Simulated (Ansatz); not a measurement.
Os (hcp, Mg type)

```yaml
crystal:
  lattice:
    - [2.75486, 0.00000, 0.00000]
    - [-1.37743, 2.38578, 0.00000]
    - [0.00000, 0.00000, 4.34443]
  atoms:
    - { symbol: Os, position: [0.33333, 0.66667, 0.75000] }
    - { symbol: Os, position: [0.66667, 0.33333, 0.25000] }
```

The slice is a (-1 1 0 2) plane (indices of the conventional cell) through the point (0.667, 0.333, 0.250) (fractional), spanned by u = [110] and v = [1 -1 1] in vectors of this cell: u (2.75 Å) and v (6.45 Å, at 90° to u). It covers one period; positions are fractions (u, v).

Method: PBE (plane waves to 420 eV, PAW, scalar-relativistic; Ansatz, a first-principles code). k mesh 19×19×11. Near the nuclei the fields are pseudised (PAW); where an atom keeps semicore shells as valence, they peak there. Os is run without spin polarisation. Os was relaxed with its symmetry unable to fall. Spin-orbit coupling is left out, though Os is heavy. The PAW data are Ansatz's earlier set.

### Question
What is the valence density on the shortest Os–Os line in this plane (2.75 Å), at its midpoint?

### Answer
0.43 e/Å³.

### Question
What is the ELF at the midpoint of the shortest Os–Os line in this plane (2.75 Å)?

### Answer
0.39.

### Question
Predict the map of the electrostatic potential energy of an electron, from the cell's mean on the slice.

### Answer
```
|xxxx = xxx|
|xxxx-*-xxx|
|xxx.*%*.xx|
|  :*%@%*: |
|-=*%@@@%*=|
| .=#%@%#=.|
|xx -#%#- x|
|xxx +#+ xx|
|xxx -*- xx|
|xxxx-*-xxx|
|xxx =*= xx|
|xxx +#+ xx|
|   =***=  |
|==++=-=++=|
|%#*=. .=*#|
|@%*:   :*%|
|@@*-   -*@|
|@%#=. .=#%|
|****+=+***|
|  :+*#*+: |
|xxx.*#*.xx|
|xxxx-*-xxx|
|xxxx = xxx|
|xxxx = xxx|
```
Scale: ten equal steps from 8.00 (start of ' ') to 16.74 (end of '@'), in the order ' .:-=+*#%@'. Values: electrostatic potential energy of an electron, from the cell's mean, in eV. The map has 10 points along u (one character each, u = 0 at the left) and 24 along v (v = 0 in the bottom row). Points within 1 Å of a nucleus are blanked (x), as the pseudised field means little there. Values under 8 eV are set to 8. The zero, the cell's mean, hangs on the PAW cores.
